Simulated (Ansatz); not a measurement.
**Al$_{6}$Co$_{5}$Ni: vibrational free energy, entropy and heat capacity**

Theory: DFT PBE, scalar-relativistic, plane waves, PAW in Ansatz. Settings: 420 eV plane-wave cutoff, Γ-centred 10×10×6 mesh, Gaussian smearing of 0.20 eV. No spin polarisation. Phonons by linear response, acoustic sum rule imposed.

Equilibrium structure at this level:
```cif
data_structure
_symmetry_space_group_name_H-M 'P4/mmm'
_symmetry_Int_Tables_number 123
_cell_length_a 4.0475
_cell_length_b 4.0475
_cell_length_c 8.5699
_cell_angle_alpha 90.000
_cell_angle_beta 90.000
_cell_angle_gamma 90.000
_cell_volume 140.40
loop_
_atom_site_label
_atom_site_type_symbol
_atom_site_symmetry_multiplicity
_atom_site_Wyckoff_symbol
_atom_site_fract_x
_atom_site_fract_y
_atom_site_fract_z
_atom_site_occupancy
Al1 Al 4 i 0.00000 0.50000 0.83193 1
Al2 Al 2 e 0.00000 0.50000 0.50000 1
Co1 Co 2 g 0.00000 0.00000 0.66632 1
Ni1 Ni 1 a 0.00000 0.00000 0.00000 1
Co2 Co 2 h 0.50000 0.50000 0.66734 1
Co3 Co 1 c 0.50000 0.50000 0.00000 1
```

The structure comes from a generated guess, relaxed at this level; another structure or a mixture of phases may lie lower. In a metal, frequencies and elastic constants depend on the k mesh and the smearing, soft modes and shear constants most. Some empty bands missed the eigensolver's threshold. The q mesh is coarse, so values between its points are rough.

Force constants from linear response on a 2×2×1 q mesh, interpolated to a fine mesh.

Phonon density of states, in bins of 10 cm⁻¹:
| bin centre (cm⁻¹) | share of modes (%) |
| --- | --- |
| 5 | 0.0 |
| 15 | 0.0 |
| 25 | 0.0 |
| 35 | 0.0 |
| 45 | 0.1 |
| 55 | 0.1 |
| 65 | 0.2 |
| 75 | 0.3 |
| 85 | 0.4 |
| 95 | 0.4 |
| 105 | 0.6 |
| 115 | 0.8 |
| 125 | 1.1 |
| 135 | 1.4 |
| 145 | 1.8 |
| 155 | 3.1 |
| 165 | 3.6 |
| 175 | 4.4 |
| 185 | 5.3 |
| 195 | 6.4 |
| 205 | 6.5 |
| 215 | 6.4 |
| 225 | 6.8 |
| 235 | 0.3 |
| 245 | 0.0 |
| 255 | 0.0 |
| 265 | 0.0 |
| 275 | 1.3 |
| 285 | 3.9 |
| 295 | 4.1 |
| 305 | 4.8 |
| 315 | 5.0 |
| 325 | 4.1 |
| 335 | 3.7 |
| 345 | 4.7 |
| 355 | 6.2 |
| 365 | 6.8 |
| 375 | 4.4 |
| 385 | 0.9 |
| 395 | 0.0 |

**Question.** Give the zero-point energy per atom.

**Answer.** 48.1 meV.

**Question.** How large are the vibrational entropy and heat capacity at 300 K?

**Answer.** S = 2.72 k_B and C_V = 2.62 k_B per atom, 87 % of the Dulong–Petit value.

**Question.** Tabulate them against temperature.

**Answer.**
```tsv
T (K)	F_vib (meV/atom)	S (k_B/atom)	C_V (k_B/atom)
100	46.8	0.53	1.16
200	37.1	1.73	2.24
300	17.7	2.72	2.62
400	-9.3	3.50	2.78
500	-42.2	4.13	2.85
600	-80.1	4.65	2.90
700	-122.2	5.10	2.92
800	-167.9	5.49	2.94
900	-216.8	5.84	2.95
1000	-268.5	6.15	2.96
```
